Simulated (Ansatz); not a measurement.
Consider the following.

Ba₂H₆Os:
```cif
data_H24Ba8Os4
_chemical_formula_sum 'Ba8 H24 Os4'
_space_group_name_H-M_alt 'Fm-3m'
_space_group_IT_number 225
_space_group_name_Hall '-F 4 2 3'
_cell_length_a 8.05636
_cell_length_b 8.05636
_cell_length_c 8.05636
_cell_angle_alpha 90.000
_cell_angle_beta 90.000
_cell_angle_gamma 90.000
loop_
_atom_site_label
_atom_site_type_symbol
_atom_site_symmetry_multiplicity
_atom_site_Wyckoff_symbol
_atom_site_fract_x
_atom_site_fract_y
_atom_site_fract_z
_atom_site_occupancy
Ba1 Ba 8 c 0.25000 0.25000 0.25000 1
H1 H 24 e 0.00000 0.00000 0.21500 1
Os1 Os 4 a 0.00000 0.00000 0.00000 1
```
(The calculation used a cell of 9 atoms; values per cell refer to that cell.)

This is the r²SCAN-relaxed structure.

Problem. All from r²SCAN in the plane-wave PAW code Ansatz, unless another level is named. Predict the hole effective mass, band 1 of 3 at the edge.

Solution. 5.7 along [100], 5.7 along [110], 4.6 along [111] (mₑ).

Problem. Give the hole effective mass with spin–orbit coupling.

Solution. 3.7 mₑ (isotropic).

Problem. What about the formation energy from the elements (no fitted shifts)?

Solution. -0.65 eV/atom.

Problem. Next, the weight of the valence-edge state by species (Voronoi cells)?

Solution. Os 59 %, H 37 %, Ba 5 %.

Problem. Predict the weight of the conduction-edge state by species (Voronoi cells).

Solution. H 63 %, Os 23 %, Ba 14 %.

The first step of the workflow began from a Materials Project structure, measured or hypothetical; the Crystallography Open Database copy checked does not list it. Its standing as an ambient phase is unchecked. The r²SCAN relaxation kept the symmetry of its start; its stability against distortions is not shown here. The run is not spin-polarised. The references are the lowest solids computed at this level, not always the standard phases (solids in place of the gases). Scalar-relativistic: spin–orbit coupling is off unless named, which matters more the heavier the elements.

Potentials: the later of the program's two PAW sets.

Edges and masses are those of Kohn–Sham bands, whose gap is no quasiparticle gap.
